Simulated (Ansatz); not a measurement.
Relaxed Ti (hcp, Mg type):

```yaml
crystal:
  lattice:
    - [2.93588, 0.00000, 0.00000]
    - [-1.46794, 2.54255, 0.00000]
    - [0.00000, 0.00000, 4.63656]
  atoms:
    - { symbol: Ti, position: [0.33333, 0.66667, 0.75000] }
    - { symbol: Ti, position: [0.66667, 0.33333, 0.25000] }
```

Scan: atom 2 (Ti, nearest neighbour Ti at 2.872 Å; its periodic images, 2.9 Å or more away, move with it) is displaced along Cartesian [110], direction (0.707, 0.707, 0.000) in Cartesian axes, by s. The other atoms stay.

All values below come from r2SCAN (plane waves to 500 eV, PAW, scalar-relativistic; Ansatz, an electronic-structure program). k mesh 15×15×8 (Γ-centred), Fermi-Dirac smearing 0.05 eV. E stands for the smeared free energy. With partly filled bands, energies and forces of such displacements shift with the k mesh and the smearing. Ti is run without spin polarisation. Ti was relaxed with its symmetry unable to fall. The zero of ΔE is the undisplaced structure. The last digit holds for this mesh only.

```json
[
 {"s (Å)": "-0.290", "ΔE (meV/cell)": "withheld"},
 {"s (Å)": "-0.232", "ΔE (meV/cell)": "47.3"},
 {"s (Å)": "-0.174", "ΔE (meV/cell)": "27.6"},
 {"s (Å)": "-0.116", "ΔE (meV/cell)": "12.6"},
 {"s (Å)": "-0.058", "ΔE (meV/cell)": "3.2"},
 {"s (Å)": "0.000", "ΔE (meV/cell)": "0.0"},
 {"s (Å)": "0.058", "ΔE (meV/cell)": "3.3"},
 {"s (Å)": "0.116", "ΔE (meV/cell)": "13.0"},
 {"s (Å)": "0.174", "ΔE (meV/cell)": "28.6"},
 {"s (Å)": "0.232", "ΔE (meV/cell)": "49.0"},
 {"s (Å)": "0.290", "ΔE (meV/cell)": "72.7"}
]
```

**Question.** Fit a polynomial form (powers 2, 3, 4) to the given rows and predict ΔE at s = -0.290.

**Answer.** Least squares on the 10 given rows: ΔE = (977.5)·s² + (68.90)·s³ + (-1573)·s⁴, in meV/cell with s in Å; root-mean-square residual 0.10 meV/cell. At -0.290 the fit gives 69.4 meV/cell; the calculation gives 70.9 meV/cell, so the extrapolation is off by -1.5 (-2.1 %). The quadratic term alone would give 82.2 meV/cell.

(For displaced atoms, the force is minus the slope of the energy, and its curvature is a force constant, which sets phonon frequencies.)
